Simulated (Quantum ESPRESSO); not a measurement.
Zn₃ClO₂F (made-up cell, one site empty), Si₂BN₃O (made-up cell, one site empty) (calculated)

Calculation on a made-up crystal cell, not a measurement: periodic Kohn-Sham density functional theory in plane waves with PseudoDojo standard norm-conserving scalar-relativistic pseudopotentials, each functional with its own files (v0.5 for PBE, v0.4.1 for LDA and PBEsol), no spin polarisation, no spin-orbit coupling, atoms not relaxed, stress positive in tension, energies less a fixed whole-eV offset for each atom's element; levels are Kohn-Sham levels at fractions of this cell's reciprocal vectors, counted from the reference band (half the neutral cell's valence electrons, rounded up) at Gamma; error bars cover cutoff and k-mesh only, not smearing or the files; each bar is the largest change over components, and at least 0.002 eV, 0.002 eV per angstrom or 0.02 GPa; added strain carries the atoms with the cell, and shear is the tensor component; energies are for the whole cell, and the offsets were chosen from early runs and are not element reference energies. Program: Quantum ESPRESSO 7.5.

Common to all runs: functional pbe; cutoff 1143 eV; fermi dirac smearing 0.025 eV; scf tolerance 1e-07 eV; electrons removed 0.

(1) Zn₃ClO₂F (made-up cell, one site empty)

Unstrained structure:
```
Zn3ClO2F
1.0
      4.6538     0.0000     0.0000
      0.0000     4.6538     0.0000
      0.0000     0.0000     4.6538
Zn O F Cl O
3 1 1 1 1
Direct
  -0.00499 -0.02720 0.01530
  0.01691 0.49602 0.49843
  0.48489 0.49774 -0.00651
  0.24169 0.26905 0.25783
  0.21651 0.72145 0.76449
  0.76834 0.25699 0.76277
  0.74664 0.76555 0.22558
```

Settings of this run: lattice type zincblende/diamond, empty site 3, added strain kind zz, added strain -0.0046, k mesh 4 x 4 x 4, shifted by half a step and structure shown before the added strain of -0.0046.

Results for Zn₃ClO₂F (made-up cell, one site empty): free energy less offsets 8.527 eV; scf iterations 12; smearing term minus ts 0 eV; pressure 16.09 GPa; stress xx -16.5 GPa; stress yy -16.11 GPa; stress zz -15.66 GPa; stress yz 3.783 GPa; stress xz 7.83 GPa; stress xy 5.349 GPa; reference band 43; error bar energy 0.002 eV; error bar stress 0.02 GPa; error bar force 0.002 eV/Å; error bar next band up 0.002 eV; error bars from tighter rerun of a related cell.

Atoms:
```tsv
atoms element	atom site	atom energy offset (eV)
Zn	1	-5687
Zn	2	-5687
Zn	4	-5687
O	5	-452
F	6	-677
Cl	7	-449
O	8	-452
```

Forces:
```tsv
site	x (eV/Å)	y (eV/Å)	z (eV/Å)
1	2.071	0.3491	2.864
2	0.1397	1.588	-4.438
4	-0.9706	1.283	4.042
5	0.2967	-0.3475	-1.476
6	1.048	1.102	-0.05596
7	-1.933	-1.919	-1.924
8	-0.652	-2.057	0.9887
```

Levels:
```tsv
level k point	next band up (eV)
Gamma	1.477
(1/2,1/2,1/2)	3.758
(0.15,0,0)	1.921
(0,0.15,0)	1.907
(0,0,0.15)	1.89
```

(2) Zn₃ClO₂F (made-up cell, one site empty)

The structure is that of entry 1.

Settings of this run: lattice type zincblende/diamond, empty site 3, added strain kind zz, added strain 0.0033, k mesh 4 x 4 x 4, shifted by half a step and structure shown before the added strain of 0.0033.

It finds free energy less offsets 8.452 eV; scf iterations 12; smearing term minus ts 0 eV; pressure 14.94 GPa; stress xx -15.38 GPa; stress yy -15 GPa; stress zz -14.45 GPa; stress yz 3.728 GPa; stress xz 7.57 GPa; stress xy 5.275 GPa; reference band 43; error bar energy 0.002 eV; error bar stress 0.02 GPa; error bar force 0.002 eV/Å; error bar next band up 0.002 eV; error bars from tighter rerun of this cell.

Atoms:
```tsv
atoms element	atom site	atom energy offset (eV)
Zn	1	-5687
Zn	2	-5687
Zn	4	-5687
O	5	-452
F	6	-677
Cl	7	-449
O	8	-452
```

Forces:
```tsv
site	x (eV/Å)	y (eV/Å)	z (eV/Å)
1	2.002	0.3268	2.872
2	0.1696	1.54	-4.407
4	-0.9646	1.258	4.049
5	0.262	-0.2892	-1.478
6	0.9976	1.048	-0.05494
7	-1.865	-1.864	-1.898
8	-0.6017	-2.019	0.9178
```

Levels:
```tsv
level k point	next band up (eV)
Gamma	1.443
(1/2,1/2,1/2)	3.716
(0.15,0,0)	1.888
(0,0.15,0)	1.873
(0,0,0.15)	1.851
```

(3) Zn₃ClO₂F (made-up cell, one site empty)

The structure is that of entry 1.

It was run with lattice type zincblende/diamond, empty site 3, added strain kind zz, added strain 0.0065, k mesh 4 x 4 x 4, shifted by half a step and structure shown before the added strain of 0.0065.

The calculation gives: free energy less offsets 8.424 eV; scf iterations 12; smearing term minus ts 0 eV; pressure 14.5 GPa; stress xx -14.94 GPa; stress yy -14.58 GPa; stress zz -13.97 GPa; stress yz 3.706 GPa; stress xz 7.468 GPa; stress xy 5.248 GPa; reference band 43; error bar energy 0.002 eV; error bar stress 0.02 GPa; error bar force 0.002 eV/Å; error bar next band up 0.002 eV; error bars from tighter rerun of a related cell.

Atoms:
```tsv
atoms element	atom site	atom energy offset (eV)
Zn	1	-5687
Zn	2	-5687
Zn	4	-5687
O	5	-452
F	6	-677
Cl	7	-449
O	8	-452
```

Forces:
```tsv
site	x (eV/Å)	y (eV/Å)	z (eV/Å)
1	1.975	0.3185	2.874
2	0.1809	1.52	-4.393
4	-0.9628	1.248	4.052
5	0.2482	-0.2663	-1.478
6	0.9772	1.026	-0.05533
7	-1.836	-1.842	-1.89
8	-0.5828	-2.005	0.8906
```

Levels:
```tsv
level k point	next band up (eV)
Gamma	1.43
(1/2,1/2,1/2)	3.699
(0.15,0,0)	1.875
(0,0.15,0)	1.86
(0,0,0.15)	1.835
```

(4) Zn₃ClO₂F (made-up cell, one site empty)

The structure is that of entry 1.

Here we set lattice type zincblende/diamond, empty site 3, added strain kind zz, added strain 0.01, k mesh 4 x 4 x 4, shifted by half a step and structure shown before the added strain of 0.01.

The calculation gives: free energy less offsets 8.394 eV; scf iterations 12; smearing term minus ts 0 eV; pressure 14.01 GPa; stress xx -14.47 GPa; stress yy -14.11 GPa; stress zz -13.44 GPa; stress yz 3.682 GPa; stress xz 7.355 GPa; stress xy 5.218 GPa; reference band 43; error bar energy 0.002 eV; error bar stress 0.02 GPa; error bar force 0.002 eV/Å; error bar next band up 0.002 eV; error bars from tighter rerun of a related cell.

Atoms:
```tsv
atoms element	atom site	atom energy offset (eV)
Zn	1	-5687
Zn	2	-5687
Zn	4	-5687
O	5	-452
F	6	-677
Cl	7	-449
O	8	-452
```

Forces:
```tsv
site	x (eV/Å)	y (eV/Å)	z (eV/Å)
1	1.945	0.3086	2.878
2	0.1934	1.5	-4.379
4	-0.9597	1.238	4.054
5	0.2335	-0.2417	-1.479
6	0.9554	1.002	-0.05539
7	-1.807	-1.818	-1.879
8	-0.561	-1.988	0.859
```

Levels:
```tsv
level k point	next band up (eV)
Gamma	1.415
(1/2,1/2,1/2)	3.681
(0.15,0,0)	1.86
(0,0.15,0)	1.845
(0,0,0.15)	1.817
```

(5) Zn₃ClO₂F (made-up cell, one site empty)

The structure is that of entry 1.

Settings of this run: lattice type zincblende/diamond, empty site 3, added strain kind zz, added strain 0.0187, k mesh 4 x 4 x 4, shifted by half a step and structure shown before the added strain of 0.0187.

Results for Zn₃ClO₂F (made-up cell, one site empty): free energy less offsets 8.324 eV; scf iterations 12; smearing term minus ts 0 eV; pressure 12.83 GPa; stress xx -13.33 GPa; stress yy -12.99 GPa; stress zz -12.17 GPa; stress yz 3.62 GPa; stress xz 7.081 GPa; stress xy 5.14 GPa; reference band 43; error bar energy 0.002 eV; error bar stress 0.02 GPa; error bar force 0.002 eV/Å; error bar next band up 0.002 eV; error bars from tighter rerun of a related cell.

Atoms:
```tsv
atoms element	atom site	atom energy offset (eV)
Zn	1	-5687
Zn	2	-5687
Zn	4	-5687
O	5	-452
F	6	-677
Cl	7	-449
O	8	-452
```

Forces:
```tsv
site	x (eV/Å)	y (eV/Å)	z (eV/Å)
1	1.872	0.2849	2.888
2	0.2233	1.448	-4.344
4	-0.9529	1.212	4.06
5	0.1974	-0.1822	-1.48
6	0.9034	0.9457	-0.05325
7	-1.734	-1.761	-1.852
8	-0.5093	-1.948	0.7819
```

Levels:
```tsv
level k point	next band up (eV)
Gamma	1.377
(1/2,1/2,1/2)	3.633
(0.15,0,0)	1.823
(0,0.15,0)	1.807
(0,0,0.15)	1.774
```

(6) Si₂BN₃O (made-up cell, one site empty)

Unstrained structure:
```
Si2BN3O
1.0
      2.8525    -0.0278     0.0231
     -0.0481     4.8323    -0.0320
      0.0377    -0.0302     4.5571
Si B N O N
2 1 1 1 2
Direct
  0.01731 -0.00327 -0.00654
  0.54332 0.50529 0.02065
  0.48370 0.12502 0.48986
  -0.03247 0.01346 0.38884
  0.43425 0.47064 0.37757
  0.55544 0.17420 0.88531
  -0.00308 0.67537 0.89614
```

Here we set lattice type wurtzite, empty site 4, added strain kind biaxial xx and yy, added strain -0.0202, k mesh 6 x 4 x 4, shifted by half a step and structure shown before the added strain of -0.0202.

The calculation gives: free energy less offsets -0.2299 eV; scf iterations 11; smearing term minus ts 0 eV; pressure 19.26 GPa; stress xx -14.22 GPa; stress yy -51.26 GPa; stress zz 7.71 GPa; stress yz -7.346 GPa; stress xz 4.841 GPa; stress xy -4.165 GPa; reference band 16; error bar energy 0.002 eV; error bar stress 0.02 GPa; error bar force 0.002 eV/Å; error bar next band up 0.002 eV; error bars from tighter rerun of a related cell.

Atoms:
```tsv
atoms element	atom site	atom energy offset (eV)
Si	1	-115
Si	2	-115
B	3	-79
N	5	-283
O	6	-452
N	7	-283
N	8	-283
```

Forces:
```tsv
site	x (eV/Å)	y (eV/Å)	z (eV/Å)
1	2.008	1.441	4.402
2	-4.404	0.7409	3.932
3	-0.06341	2.632	-1.152
5	0.8625	0.6785	-0.584
6	0.9179	-1.928	-1.028
7	-3.527	-1.154	-3.871
8	4.205	-2.411	-1.699
```

Levels:
```tsv
level k point	next band up (eV)
Gamma	2.468
(1/2,1/2,1/2)	2.375
(0.15,0,0)	3.396
(0,0.15,0)	2.634
(0,0,0.15)	2.436
```
